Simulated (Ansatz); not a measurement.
HfC:
```yaml
crystal:
  lattice:
    - [0.00000, 2.49795, 2.49795]
    - [2.49795, 0.00000, 2.49795]
    - [2.49795, 2.49795, 0.00000]
  atoms:
    - { symbol: Hf, position: [0.00000, 0.00000, 0.00000] }
    - { symbol: C, position: [0.25000, 0.25000, 0.25000] }
```

This is the PBEsol-relaxed structure.

Question: All from PBEsol in the plane-wave PAW code Ansatz, unless another level is named. Predict the Hill bulk and shear moduli.

Answer: 163 and 24.3 GPa.

Question: What about the vibrational entropy at 300 K?

Answer: 23.5 J/(K·mol of atoms).

Space group F-43m (zinc blende). The start of the workflow was typed in or built on a structure type; neither database checked (COD, Materials Project) lists it. It is not the phase usual at ambient conditions (space group No. 225). Symmetry was held in the PBEsol relaxation; whether a distortion lowers the energy is not shown. The run is not spin-polarised. Scalar-relativistic: spin–orbit coupling is off unless named, which matters more the heavier the elements.

Potentials: the later of the program's two PAW sets.
